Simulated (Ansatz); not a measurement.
BaTiO3 (tetragonal-perovskite type, space group P4mm)

```yaml
crystal:
  lattice:
    - [3.97275, 0.00000, 0.00000]
    - [0.00000, 3.97275, 0.00000]
    - [0.00000, 0.00000, 4.11229]
  atoms:
    - { symbol: Ti, position: [0.50000, 0.50000, 0.45228] }
    - { symbol: Ba, position: [0.00000, 0.00000, 0.93419] }
    - { symbol: O, position: [0.50000, 0.50000, 0.89527] }
    - { symbol: O, position: [0.50000, 0.00000, 0.41213] }
    - { symbol: O, position: [0.00000, 0.50000, 0.41213] }
```

Scan: atom 3 (O, nearest neighbour Ti at 1.822 Å; its periodic images, 4.0 Å or more away, move with it) is displaced along Cartesian [111], direction (0.577, 0.577, 0.577) in Cartesian axes, by s. The other atoms stay.

Computed with r2SCAN (plane waves to 500 eV, PAW, scalar-relativistic; Ansatz, a program for electronic structure). k mesh 7×7×7 (Γ-centred), Fermi-Dirac smearing 0.05 eV. Energies are smeared free energies. Left out: 2 of 11 points, with atoms too close for the PAW data. BaTiO3 is run without spin polarisation. BaTiO3 was relaxed with its symmetry unable to fall. The PAW data are Ansatz's earlier set. The zero of ΔE is the undisplaced structure.

| s (Å) | ΔE (meV/cell) |
|---|---|
| -0.216 | withheld |
| -0.144 | 98 |
| -0.072 | 24 |
| 0.000 | 0 |
| 0.072 | 22 |
| 0.144 | 85 |
| 0.216 | 186 |
| 0.288 | 320 |
| 0.360 | 486 |

Question: Fit a polynomial form (powers 2, 3, 4) to the given rows and predict ΔE at s = -0.216.

Answer: Least squares on the 8 given rows: ΔE = (4400)·s² + (-2148)·s³ + (947.2)·s⁴, in meV/cell with s in Å; root-mean-square residual 0.2 meV/cell. At -0.216 the fit gives 229 meV/cell; the calculation gives 228 meV/cell, so the extrapolation is off by 1 (+0.4 %). The quadratic term alone would give 205 meV/cell.

(A displaced cell: forces are minus the slopes of the energy, force constants its curvatures, and phonons follow from these.)
